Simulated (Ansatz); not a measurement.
Problem. Each is relaxed and computed with DFT-HSE06 in the program Ansatz with PAW potentials. Which is the only metal?
A) KTaO3, cubic perovskite
B) TaAs, P6/mmm (Ta on 3f, As on 1a, As on 2d)
C) TaCuN2, R-3m (Ta on 3b, Cu on 3a, N on 6c)
D) InAs, zinc blende

Solution. B, TaAs, P6/mmm (Ta on 3f, As on 1a, As on 2d). TaAs: metal; KTaO3: gap 3.58 eV (indirect); InAs: gap 0.36 eV (direct); TaCuN2: gap 1.62 eV (indirect). Constructed cells (a structure type filled with these elements, in neither database checked): TaAs, P6/mmm (Ta on 3f, As on 1a, As on 2d). Not the usual ambient phase: TaAs, P6/mmm (Ta on 3f, As on 1a, As on 2d). Standing as an ambient phase not checked: TaCuN2, R-3m (Ta on 3b, Cu on 3a, N on 6c). All cells were relaxed under the symmetry of their starts (and spin orders); stability against distortions was not tested throughout. Rows with no word on spin ran without spin polarisation. Scalar-relativistic: spin–orbit coupling is off unless named, which matters more the heavier the elements.

Potentials: the later of the program's two PAW sets.
